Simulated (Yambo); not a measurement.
**Bethe-Salpeter results for CaC₂ at -1.5 % isotropic strain**

```
CaC2
1.0
   -1.88132     1.88132     3.12111
    1.88132    -1.88132     3.12111
    1.88132     1.88132    -3.12111
C Ca
2 1
Direct
  0.60085   0.60085   0.00000
  0.39915   0.39915   0.00000
  0.00000   0.00000   0.00000
```

The PBEsol cell relaxed from Materials Project entry mp-2482 was given an isotropic strain of -1.5 % on all lattice vectors, and the atoms were relaxed again.

BSE in Yambo on norm-conserving PBEsol (Quantum ESPRESSO, 82 Ry, scalar-relativistic) bands: 10×10×10 mesh, 4 valence and 2 conduction bands, static screening with 26 bands and a 4 Ry block, scissor 1.88 eV, Tamm-Dancoff; field along x.

```tsv
state	energy (eV)	states within 2 meV	relative strength	class	main transitions
1	3.53	2	< 0.01	dark	VB → CB (99 %)
2	3.75	2	< 0.01	dark	VB → CB (100 %)
3	3.79	2	1.00	strong	VB → CB (100 %)
4	3.80	2	< 0.01	dark	VB → CB (100 %)
5	3.84	1	< 0.01	dark	VB → CB (94 %)
6	3.84	1	< 0.01	dark	VB → CB (97 %)
7	3.88	2	< 0.01	dark	VB → CB (100 %)
8	3.90	4	< 0.01	dark	VB → CB (100 %)
```

These are vertical excitations (zero momentum); the indirect quasiparticle gap, about 2.61 eV, is smaller than the direct one (3.93 eV on the GW mesh). The direct quasiparticle gap on this mesh is 3.93 eV; counted from there, state 1 is bound by 0.40 eV. Convergence with the mesh was not shown.

Spin singlets only. Strengths are relative to the strongest of the lowest states of this run; strong means a line over 3 % of the spectrum's maximum, dark under 0.03 %. Absolute energies carry the error of the G0W0 scissor, whose convergence isn't established; the long-wavelength screening was taken along (1,1,1) although the crystal is anisotropic.

The structure is a Materials Project entry; no match was found in the copy of COD used, and its stability was not checked.
